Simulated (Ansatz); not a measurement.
**What DFT gives for V3Ge**

```
Ge V
1.0
     4.84771    0.00000    0.00000
     0.00000    4.84771    0.00000
     0.00000    0.00000    4.84771
Ge V
2 6
Direct
  0.00000 0.00000 0.00000
  0.50000 0.50000 0.50000
  0.25000 0.00000 0.50000
  0.50000 0.75000 0.00000
  0.75000 0.00000 0.50000
  0.50000 0.25000 0.00000
  0.00000 0.50000 0.75000
  0.00000 0.50000 0.25000
```

The numbers come from plane-wave PAW DFT (Ansatz): PBEsol, no spin polarisation, 420 eV, 7×7×7 Γ-centred k points, fermi-dirac occupations (width 0.0383 eV). Nothing was relaxed.

Task: Is it stable against the elements?

Result: -0.32 eV an atom against the elements' usual phases (free molecules for gases, crystals otherwise, with no correction for O₂ or N₂), so it is bound against them; other compounds may still compete. Relaxing would lower it.

Task: Is there a gap?

Result: It is a metal, with about 13 states/eV a cell as the mean within 0.25 eV of the Fermi level, mostly V d (89 %).

Task: What do density and ELF say about some of the short contacts?

Result: V–V at 2.42 Å: least valence density 0.41 e/Å³ and ELF 0.28 there. Ge–V at 2.71 Å: least valence density 0.26 e/Å³ and ELF 0.18 there. These are pseudo-fields; inside the PAW spheres they differ from the all-electron ones.

Task: Which element gives electrons and which takes them?

Result: Bader charges in e: V +0.40, Ge -1.20. In the mean V gives up most and Ge takes most.

Task: Is the cell too large or too small?

Result: The pressure is -14.9 GPa (compression positive), so with the atoms held at these fractions the cell would first shrink.

Origin: a database entry at a rescaled volume. Caveats: no spin polarisation, so a magnetic state may lie lower; atoms or cell far from equilibrium.
